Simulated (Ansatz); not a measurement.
**CoSn**

The computed numbers are results of r²SCAN, scalar-relativistic (collinear spin) in the plane-wave PAW code Ansatz at 500 eV, 6×6×8 k-mesh, Gaussian smearing of 0.05 eV; PAW files: Ansatz's generated set soft_2.

```
CELL_PARAMETERS angstrom
5.24375 0.00000 0.00000
-2.62187 4.54122 0.00000
0.00000 0.00000 4.18294
ATOMIC_POSITIONS crystal
Co 0.00000 0.50000 0.00000
Co 0.50000 0.50000 0.00000
Co 0.50000 0.00000 0.00000
Sn 0.66667 0.33333 0.50000
Sn 0.33333 0.66667 0.50000
Sn 0.00000 0.00000 0.00000
```

The chain of runs began from a structure of the Materials Project database, expanded in volume; all values here are this work's own. Such entries can be computed or ordered models and not known phases.

```yaml
Space_group: P6/mmm (No. 191)
Volume: 16.60 Å³/atom
Bader_charges: Co -0.33; Sn 0.29, 0.41 e
Formation_energy_from_the_elements_0_K_uncorrected: -0.01 eV/atom (from white tin)
Bulk_modulus_Birch–Murnaghan: 143 GPa
Pressure_derivative_B0′: 4.8
```

Task: Fill in the band gap (r²SCAN).

Result: zero (metallic).

Task: What does r²SCAN give for the site spin moments?

Result: none.

The calculation's cell holds 93 valence electrons, an odd number. Without magnetic order each band takes two, so one stays part-filled and the crystal must be a metal. (Only strong correlation, outside this picture, could make a Mott insulator of it.)

**What was measured.** From “Fantastic flat bands and where to find them: The CoSn-type compounds”, 2020, arxiv:2005.14119, for a powder of CoSn at 15 K: lattice constant a 5.26926 ± 0.00006 Å; lattice constant c 4.2431 ± 0.00005 Å.

**Against experiment.** Measured lattice constant a of CoSn: 5.26926 Å (15 K; powder; “Fantastic flat bands and where to find them: The CoSn-type compounds”, 2020, arxiv:2005.14119). This calculation gives 5.244 Å (-0.5 %). 2 values of this kind are on record (5.26926 to 5.272 Å); this one was drawn at random, those with a stated uncertainty first. A measured lattice constant c of CoSn is 4.2431 Å (15 K; powder; “Fantastic flat bands and where to find them: The CoSn-type compounds”, 2020, arxiv:2005.14119); the calculated 4.183 Å misses it by -1.4 %. 2 values of this kind are on record (4.2431 to 4.246 Å); this one was drawn at random, those with a stated uncertainty first. The calculation is for a static lattice, without zero-point motion or thermal expansion.
